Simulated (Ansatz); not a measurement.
This cell of Be2Fe (space group P6_3/mmc) is off equilibrium:

```xyz
12
Lattice="4.2997 0.0000 0.0000 -2.1499 3.7237 0.0000 0.0000 0.0000 6.9753" Properties=species:S:1:pos:R:3 pbc="T T T"
Be     0.0000     0.0000     0.0000
Be     0.0000     0.0000     3.4877
Be     2.1499     2.4545     1.7438
Be     0.0000     1.2691     5.2315
Be    -1.0508     3.0891     5.2315
Be     3.2006     0.6346     1.7438
Be     1.0991     0.6346     1.7438
Be     1.0508     3.0891     5.2315
Fe     0.0000     2.4824     0.4291
Fe     2.1499     1.2412     6.5462
Fe     2.1499     1.2412     3.9167
Fe     0.0000     2.4824     3.0586
```

All values below come from r2SCAN (plane waves to 500 eV, PAW, scalar-relativistic; Ansatz, a quantum-chemistry and plane-wave program). k mesh 10×10×6 (Γ-centred), Fermi-Dirac smearing 0.05 eV. Energies are smeared free energies. Compression counts positive. Be2Fe was relaxed with its symmetry unable to fall. Relaxed Be2Fe ends ferromagnetic. The magnetic order is the one the run started from; other orders were not tried.

Q: What is the stress tensor (GPa)?

A: 
```
  -10.1      0.0      0.0
    0.0    -10.1      0.0
    0.0      0.0    -10.3
```
The pressure, a third of the trace, is -10.1 GPa.

Q: It is the relaxed cell scaled evenly to V/V₀ = 1.080, atoms relaxed where free. What is its energy relative to the relaxed cell?

A: 23 meV/atom.

(Under strain, the slope of the energy per volume gives the stress and its curvature an elastic modulus.)
